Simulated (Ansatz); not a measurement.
WO$_{3}$:
```yaml
crystal:
  lattice:
    - [7.34658, 0.00000, 0.00000]
    - [-3.67329, 6.36232, 0.00000]
    - [0.00000, 0.00000, 3.77654]
  atoms:
    - { symbol: W, position: [0.50000, 0.50000, 0.00000] }
    - { symbol: W, position: [0.00000, 0.50000, 0.00000] }
    - { symbol: W, position: [0.50000, 0.00000, 0.00000] }
    - { symbol: O, position: [0.21475, 0.42950, 0.00000] }
    - { symbol: O, position: [0.78525, 0.57050, 0.00000] }
    - { symbol: O, position: [0.78525, 0.21475, 0.00000] }
    - { symbol: O, position: [0.21475, 0.78525, 0.00000] }
    - { symbol: O, position: [0.57050, 0.78525, 0.00000] }
    - { symbol: O, position: [0.42950, 0.21475, 0.00000] }
    - { symbol: O, position: [0.00000, 0.50000, 0.50000] }
    - { symbol: O, position: [0.50000, 0.00000, 0.50000] }
    - { symbol: O, position: [0.50000, 0.50000, 0.50000] }
```

Relaxed with LDA.

Q: Give the optical modes at the zone centre with their infrared activity from DFPT, DFT-LDA in the program Ansatz with PAW potentials.

A: Transverse frequencies, without the LO–TO term; a row sums one degenerate level.

| ω (cm⁻¹) | degeneracy | IR ((D/Å)²/amu) | activity | symmetry |
|---|---|---|---|---|
| 271i | 1 | 319.06 | IR | A2u |
| 195i | 2 | 470.13 | IR | E1u |
| 146i | 1 | 0.00 | IR-inactive | B1u |
| 130i | 2 | 0.00 | IR-inactive | E2u |
| 83 | 1 | 0.00 | IR-inactive | B1u |
| 148 | 2 | 0.00 | IR-inactive | E2u |
| 181 | 2 | 3.36 | IR | E1u |
| 228 | 1 | 0.00 | IR-inactive | B2u |
| 290 | 2 | 7.32 | IR | E1u |
| 324 | 2 | 0.00 | IR-inactive | E1g |
| 333 | 1 | 0.00 | IR-inactive | B1g |
| 339 | 2 | 0.00 | IR-inactive | E2g |
| 366 | 1 | 0.00 | IR-inactive | B2u |
| 402 | 1 | 0.00 | IR-inactive | B2u |
| 412 | 2 | 59.55 | IR | E1u |
| 484 | 1 | 0.00 | IR-inactive | A1g |
| 543 | 2 | 0.00 | IR-inactive | E2u |
| 578 | 2 | 256.98 | IR | E1u |
| 582 | 1 | 0.00 | IR-inactive | B1u |
| 591 | 1 | 174.31 | IR | A2u |
| 708 | 1 | 0.00 | IR-inactive | A2g |
| 993 | 2 | 0.00 | IR-inactive | E2g |

Q: How high does the top mode go among those that the LO–TO term moves?

A: 897 cm⁻¹ for q along x, 897 cm⁻¹ for q along y, 920 cm⁻¹ for q along z.

Space group P6/mmm. The workflow started from a Materials Project entry (that database holds measured and hypothetical structures alike); the Crystallography Open Database files this formula in space group No. 191, but the cells were not matched. Its standing as an ambient phase is unchecked. The LDA relaxation kept the symmetry of its start. At this level the phase is dynamically unstable (imaginary phonons). No spin polarisation was allowed. No Hubbard U is applied. Scalar-relativistic: spin–orbit coupling is off unless named, which matters more the heavier the elements.

Potentials: the later of the program's two PAW sets.
